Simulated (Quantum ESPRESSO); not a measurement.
pw.x input (Quantum ESPRESSO 7.5; PBEsol, PseudoDojo standard norm-conserving files, scalar-relativistic):

```
&CONTROL
  calculation = 'scf'
  pseudo_dir = './pseudo'
  outdir = './out'
  tprnfor = .true.
  tstress = .true.
/
&SYSTEM
  ibrav = 0
  nat = 2
  ntyp = 2
  ecutwfc = 82.3
  ecutrho = 329.2
  occupations = 'smearing'
  smearing = 'fd'
  degauss = 0.002
  nbnd = 19
/
&ELECTRONS
  conv_thr = 2e-10
/
ATOMIC_SPECIES
Te 127.6000 Te.upf
Pb 207.2000 Pb.upf
CELL_PARAMETERS angstrom
  0.000000000000   3.270895000000   3.270895000000
  3.270895000000   0.000000000000   3.270895000000
  3.270895000000   3.270895000000   0.000000000000
ATOMIC_POSITIONS crystal
Te   0.000000000000   0.000000000000   0.000000000000
Pb   0.500000000000   0.500000000000   0.500000000000
K_POINTS automatic
8 8 8 0 0 0
```

End of the output:

```
     total energy              =    -348.82061756 Ry
     estimated scf accuracy    <       0.00000063 Ry
     total energy              =    -348.82061784 Ry
     estimated scf accuracy    <       0.00000018 Ry
     total energy              =    -348.82061790 Ry
     estimated scf accuracy    <       0.00000001 Ry
[...]
     the Fermi energy is     8.6481 ev
!    total energy              =    -348.82061790 Ry
     estimated scf accuracy    <          1.7E-10 Ry
     smearing contrib. (-TS)   =      -0.00000000 Ry
     internal energy E=F+TS    =    -348.82061790 Ry
     The total energy is F=E-TS. E is the sum of the following terms:
     one-electron contribution =    -137.58401170 Ry
     hartree contribution      =      83.15050020 Ry
     xc contribution           =     -87.25894492 Ry
     ewald contribution        =    -207.12816148 Ry
     convergence has been achieved in   8 iterations
     Forces acting on atoms (cartesian axes, Ry/au):
     atom    1 type  1   force =    -0.00000000   -0.00000000    0.00000000
     atom    2 type  2   force =     0.00000000    0.00000000   -0.00000000
     Total force =     0.000000     Total SCF correction =     0.000000
     Computing stress (Cartesian axis) and pressure
          total   stress  (Ry/bohr**3)                   (kbar)     P=      -19.31
  -0.00013124   0.00000000   0.00000000          -19.31        0.00        0.00
   0.00000000  -0.00013124   0.00000000            0.00      -19.31        0.00
   0.00000000   0.00000000  -0.00013124            0.00        0.00      -19.31
```
In a gapped system the printed Fermi energy is only some level inside the gap.

Spin-orbit coupling is not included.

Geometry of the Materials Project entry, not relaxed at this level.
